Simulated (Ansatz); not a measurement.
ZnSe:
```
CELL_PARAMETERS angstrom
      0.00000     2.83264     2.83264
      2.83264     0.00000     2.83264
      2.83264     2.83264     0.00000
ATOMIC_POSITIONS crystal
  Se 0.75000 0.75000 0.75000
  Zn 0.00000 0.00000 0.00000
```

x, y and z are the axes in which the lattice vectors are written.

Question: Give the high-frequency dielectric tensor and the Born effective charge tensors of the independent atoms from DFPT, the program Ansatz at the r²SCAN level (PAW).

Answer: 
ε∞:
```
6.41  0.00  0.00
0.00  6.41  0.00
0.00  0.00  6.41
```
Z* of atom 1 (Se), rows: field, columns: displacement, in e:
```
-2.05   0.00   0.00
 0.00  -2.05   0.00
 0.00   0.00  -2.05
```
Z* of atom 2 (Zn), rows: field, columns: displacement, in e:
```
2.05  0.00  0.00
0.00  2.05  0.00
0.00  0.00  2.05
```

Static charges for comparison (Bader): Se1 -0.83, Zn2 +0.83 e. Born charges measure polarisation by displacement and can exceed these by far.

Space group F-43m (zinc blende). The r²SCAN relaxation kept the symmetry of its start. Scalar-relativistic: spin–orbit coupling is off unless named, which matters more the heavier the elements.

Potentials: the later of the program's two PAW sets.
